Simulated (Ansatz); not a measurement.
GeS in space group Pnma (No. 62; Ge on 4c, S on 4c), plane-wave PAW PBE+D3(BJ) (Ansatz code). The conduction-band minimum lies at Γ, with 1 equivalent valley. Second derivatives d²E/dk² of the lowest band at one valley (eV·Å²), along Cartesian directions:

```json
[
 {"direction": "[100]", "d²E/dk²": "72.44"},
 {"direction": "[010]", "d²E/dk²": "5.711"},
 {"direction": "[001]", "d²E/dk²": "1.271"},
 {"direction": "[110]", "d²E/dk²": "39.14"},
 {"direction": "[101]", "d²E/dk²": "36.91"},
 {"direction": "[011]", "d²E/dk²": "3.490"}
]
```

Task: Find the principal effective masses, the density-of-states mass and the conductivity mass.

Result: Off-diagonal terms follow from H_xy = H[110] − (H_xx + H_yy)/2, and m*/mₑ = 7.620 eV·Å² over each eigenvalue: 0.11, 1.3, 6.0. One valley's DOS mass (m₁m₂m₃)^(1/3) = 0.94, conductivity mass 3/(Σ 1/mᵢ) = 0.29 mₑ.

Task: What effective density of states Nc follows at 300 K for parabolic valleys?

Result: Nc = 2.509e19 × 1 × (0.94)^(3/2) ≈ 2.3e19 cm⁻³.

The cell was relaxed with PBE+D3(BJ) under the symmetry of its start. Spin–orbit coupling is left out wherever it is not named.

Potentials: the later of the program's two PAW sets.

Edges and masses are those of Kohn–Sham bands, whose gap is no quasiparticle gap.
